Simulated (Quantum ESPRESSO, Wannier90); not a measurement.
Wannierisation of Si$_{2}$Ni (Fm-3m)

```
begin unit_cell_cart
ang
    0.0000000000    2.6931550000    2.6931550000
    2.6931550000    0.0000000000    2.6931550000
    2.6931550000    2.6931550000    0.0000000000
end unit_cell_cart
begin atoms_frac
Si   0.2500000000  0.2500000000  0.2500000000
Si  -0.2500000000 -0.2500000000 -0.2500000000
Ni   0.0000000000  0.0000000000  0.0000000000
end atoms_frac
```

Cell from Materials Project (mp-2291), symmetrised, no further relaxation. COD (Crystallography Open Database) has an entry of this formula and space group (matched by these alone). Computed values, not measurements, from PBEsol: Quantum ESPRESSO (norm-conserving PseudoDojo potentials, cutoff 79 Ry, no spin polarisation, no spin-orbit coupling) on a Γ-centred 8×8×8 mesh, then Wannier90. Density: 10×10×10 mesh, cold smearing 0.01 Ry. A non-magnetic state is assumed; magnetic ones were not tried.

Functional, cutoff and mesh named above are those of the base row (1); the first column says what each row takes instead. Model: 17 functions from bands 5-31, start hydrogen-like Si: s;p; Ni: s;p;d, disentangled but not localised (num_iter = 0), frozen window tied to the conduction edge or Fermi level of each row, as listed, which moves Ω_I and hoppings a little by itself. Energies are relative to the Fermi level; the misfit is to pw.x on a path, for states up to 1.0 eV relative to the Fermi level. The lattice is scaled uniformly, fractional positions fixed. The disentangled Ω_I can sit in another minimum from row to row.

```json
[
 {"scale": "0.97", "frozen to (eV)": "1.50", "Ω_I (Å²)": "16.60", "rms misfit (meV)": "10.0", "bottom of band 5 (eV)": "-15.04", "on-site Si1 pz minus Si1 s (eV)": "4.71", "hopping modulus Si1 pz – Si2 pz, R = 1 1 0 (eV)": "2.660", "hopping modulus Ni3 pz – Si2 s, R = 1 0 0 (eV)": "1.912", "hopping modulus Si1 s – Ni3 s, R = 0 1 0 (eV)": "1.807", "hopping modulus Ni3 dxy – Si2 s, R = 0 1 0 (eV)": "0.629"},
 {"scale": "0.99", "frozen to (eV)": "1.50", "Ω_I (Å²)": "16.92", "rms misfit (meV)": "8.6", "bottom of band 5 (eV)": "-14.34", "on-site Si1 pz minus Si1 s (eV)": "4.94", "hopping modulus Si1 pz – Si2 pz, R = 1 1 0 (eV)": "2.512", "hopping modulus Ni3 pz – Si2 s, R = 1 0 0 (eV)": "1.842", "hopping modulus Si1 s – Ni3 s, R = 0 1 0 (eV)": "1.749", "hopping modulus Ni3 dxy – Si2 s, R = 0 1 0 (eV)": "0.607"},
 {"scale": "1", "frozen to (eV)": "1.50", "Ω_I (Å²)": "17.09", "rms misfit (meV)": "8.2", "bottom of band 5 (eV)": "-13.99", "on-site Si1 pz minus Si1 s (eV)": "5.06", "hopping modulus Si1 pz – Si2 pz, R = 1 1 0 (eV)": "2.440", "hopping modulus Ni3 pz – Si2 s, R = 1 0 0 (eV)": "1.805", "hopping modulus Si1 s – Ni3 s, R = 0 1 0 (eV)": "1.715", "hopping modulus Ni3 dxy – Si2 s, R = 0 1 0 (eV)": "0.595"},
 {"scale": "1.01", "frozen to (eV)": "1.50", "Ω_I (Å²)": "17.22", "rms misfit (meV)": "7.9", "bottom of band 5 (eV)": "-13.65", "on-site Si1 pz minus Si1 s (eV)": "5.16", "hopping modulus Si1 pz – Si2 pz, R = 1 1 0 (eV)": "2.369", "hopping modulus Ni3 pz – Si2 s, R = 1 0 0 (eV)": "1.772", "hopping modulus Si1 s – Ni3 s, R = 0 1 0 (eV)": "1.685", "hopping modulus Ni3 dxy – Si2 s, R = 0 1 0 (eV)": "0.584"},
 {"scale": "1.03", "frozen to (eV)": "1.50", "Ω_I (Å²)": "17.53", "rms misfit (meV)": "7.5", "bottom of band 5 (eV)": "-13.04", "on-site Si1 pz minus Si1 s (eV)": "5.37", "hopping modulus Si1 pz – Si2 pz, R = 1 1 0 (eV)": "2.232", "hopping modulus Ni3 pz – Si2 s, R = 1 0 0 (eV)": "1.701", "hopping modulus Si1 s – Ni3 s, R = 0 1 0 (eV)": "1.619", "hopping modulus Ni3 dxy – Si2 s, R = 0 1 0 (eV)": "0.561"}
]
```
